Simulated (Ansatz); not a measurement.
TaAgO3:
```cif
data_Ag6O18Ta6
_chemical_formula_sum 'Ta6 Ag6 O18'
_space_group_name_H-M_alt 'R-3c :H'
_space_group_IT_number 167
_space_group_name_Hall '-R 3 2"c'
_cell_length_a 5.52162
_cell_length_b 5.52162
_cell_length_c 13.76308
_cell_angle_alpha 90.000
_cell_angle_beta 90.000
_cell_angle_gamma 120.000
loop_
_atom_site_label
_atom_site_type_symbol
_atom_site_symmetry_multiplicity
_atom_site_Wyckoff_symbol
_atom_site_fract_x
_atom_site_fract_y
_atom_site_fract_z
_atom_site_occupancy
Ta1 Ta 6 b 0.00000 0.00000 0.00000 1
Ag1 Ag 6 a 0.00000 0.00000 0.25000 1
O1 O 18 e 0.55790 0.55790 0.25000 1
```
(The calculation used a cell of 10 atoms; values per cell refer to that cell.)

Relaxed with r²SCAN. 

Task: HSE06 on this cell (Ansatz, a first-principles code, PAW) gives a gap of 3.41 eV. What does r²SCAN give?

Result: 2.31 eV.

Cost on shared cores: the r²SCAN run (SCF on a 6×6×6 mesh, then bands and DOS) around 4 core-minutes (rough), the HSE06 run (SCF on 4×4×4, then a few points) around 9 core-minutes (rough); the tasks are unlike.

The workflow started from a Materials Project entry (that database holds measured and hypothetical structures alike); the Crystallography Open Database copy checked does not list it. COD files the formula under space group No. 161. Its standing as an ambient phase is unchecked. The r²SCAN relaxation kept the symmetry of its start; phonons show weakly imaginary modes. No spin polarisation was allowed. Scalar-relativistic: spin–orbit coupling is off unless named, which matters more the heavier the elements.

Potentials: the later of the program's two PAW sets.

Ansatz is a plane-wave DFT program.
